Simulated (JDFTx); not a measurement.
CdSe(1 0 -1 0) slab cut from bulk CdSe (space group P6_3mc, indices of the conventional cell, lattice of the Materials Project entry mp-1070, not re-optimised): 16 atoms in 8 planes, a 1x1 cell of 30.81 Å² (|a| = 4.346, |b| = 7.090 Å), 13.1 Å between the outermost planes, Cd/Se outermost, slab composition Cd8Se8, cell height 28.5 Å, 4×4×1 k mesh, Fermi smearing 0.003 Ha, no spin polarisation. Whether this polymorph is the ambient one wasn't checked.

Level of theory: PBE, GBRV ultrasoft potentials, plane waves to 20/100 Ha; code: a modified build of JDFTx. The 8 outer atoms of 16 were relaxed in vacuum, keeping the start's symmetry. The same slab in several models of one liquid. The surface is an ideal bare cut with both faces alike: no reconstruction, overlayer or explicit solvent molecules. These are Kohn-Sham edges of the slab on its k mesh, not quasiparticle energies; surface states and confinement enter them. Spin-orbit coupling is left out, which can move the edges for the heavier elements here. Edges are measured from the vacuum level or from the bulk liquid.

```tsv
medium	valence edge (eV)	conduction edge (eV)	rough core time
vacuum	-5.59	-4.62	–
CANDLE, water, 1 M NaF	-5.21	-4.20	10 min
SCCS (g09 parameters), water, 1 M NaF	(withheld)	(withheld)	10 min
SaLSA, water, 1 M NaF	(withheld)	(withheld)	20 min
```

Problem. Complete the blanks.

Solution. 
- SCCS (g09 parameters), water, 1 M NaF, valence edge (eV): -5.25
- SCCS (g09 parameters), water, 1 M NaF, conduction edge (eV): -4.25
- SaLSA, water, 1 M NaF, valence edge (eV): -5.10
- SaLSA, water, 1 M NaF, conduction edge (eV): -4.11

Core times come from shared machines and are rough, one run each.
